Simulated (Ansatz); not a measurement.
**CoSn₃: a fit and a missing row**

CoSn₃, Cmce, a = 16.757 Å, b = 6.196 Å, c = 6.214 Å. The structure is a Materials Project entry; whether it is the stable form wasn't checked. Ansatz: PBEsol, PAW, 420 eV, Γ-centred 6×6×6 mesh on 16 atoms, Gaussian smearing 0.10 eV; no spin polarisation. Shape and atoms are relaxed at each volume; pressure is positive in compression.

| V (Å³/atom) | P (GPa) |
| --- | --- |
| 17.743 | 15.85 |
| 18.348 | 10.72 |
| 18.952 | 6.45 |
| 19.557 | 2.91 |
| 20.162 | 0.00 |
| 20.767 | -2.34 |
| 21.372 | -4.13 |
| 22.178 | ? |

Question: Take V0 = 20.162 Å³/atom, fit the third-order Birch–Murnaghan form to the other rows, and predict the missing pressure.

Answer: With the Eulerian strain f = ½[(V0/V)^(2/3) − 1] and y = P/[3f(1 + 2f)^(5/2)], the form is the line y = B0 + 1.5 B0 (B0′ − 4) f. Rows (f, y): 0.04447, 96.0; 0.03243, 94.2; 0.02106, 92.1; 0.01026, 89.9; -0.00976, 84.0; -0.01905, 79.6. Means f = 0.01323, y = 89.300; Σ(Δf)² = 0.002985, ΣΔfΔy = 0.7585; the slope is their ratio. y = 85.94 + 254.1 f GPa, so B0 = 85.9 GPa and B0′ = 4 + 2 × (254.1)/(3 × 85.94) = 5.97. At V = 22.178, f = -0.03078, y = 78.12 and P = -6.15 GPa. The run gave -5.85 GPa, so the fit is 0.30 GPa too low, 1.4 % of the span of the series, against an rms of 0.09 GPa on the fitted rows. The row lies outside the fitted range. The points of y bend away from a line: a fourth-order term fitted to them gives P = -5.89 GPa at this row's volume (the line -6.15, the run -5.85). With a term in f² added B0′ becomes 6.41, so this figure hangs on the form.

Spin polarisation was left out, and a magnetic state may lie lower.

Cost: 8 runs of about 68 core-minutes in all, on Intel Xeon 6975P-C (Granite Rapids) (shared hosts).